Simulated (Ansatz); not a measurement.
CuCl:
```xyz
2
Lattice="0.0000 2.7120 2.7120 2.7120 0.0000 2.7120 2.7120 2.7120 0.0000" Properties=species:S:1:pos:R:3 pbc="T T T"
Cu     0.0000     0.0000     0.0000
Cl     4.0680     4.0680     4.0680
```

Relaxed with PBE. Special points in fractions of this cell's reciprocal vectors: Γ (0.000, 0.000, 0.000); X (0.500, 0.000, 0.500); U (0.625, 0.250, 0.625); K (0.375, 0.375, 0.750); L (0.500, 0.500, 0.500); W (0.500, 0.250, 0.750).

Q: List the band energies nearest the valence-band maximum at these points for PBE in the plane-wave PAW code Ansatz.

A: In eV from the valence-band maximum; about four levels below and three above (degenerate sets whole), none deeper than 8.9 eV; … stands for higher levels left out; points with the same levels are listed once.

```json
[
 {"k": "Γ", "below": "-1.46 -1.46 0.00 0.00 0.00", "above": "0.53 …"},
 {"k": "X", "below": "-1.36 -1.28 -1.08 -1.08", "above": "3.44 4.43 8.72"},
 {"k": "U", "below": "-1.39 -1.31 -1.01 -0.86", "above": "4.20 5.07 8.02"},
 {"k": "L", "below": "-1.39 -1.39 -1.34 -0.55 -0.55", "above": "2.87 6.77 …"},
 {"k": "W", "below": "-1.55 -1.29 -1.10 -0.77", "above": "5.04 5.16 7.37"}
]
```

Space group F-43m (zinc blende). The cell was relaxed with PBE under the symmetry of its start; phonons on a q-mesh show no instability. The run is not spin-polarised.

Potentials: the later of the program's two PAW sets.
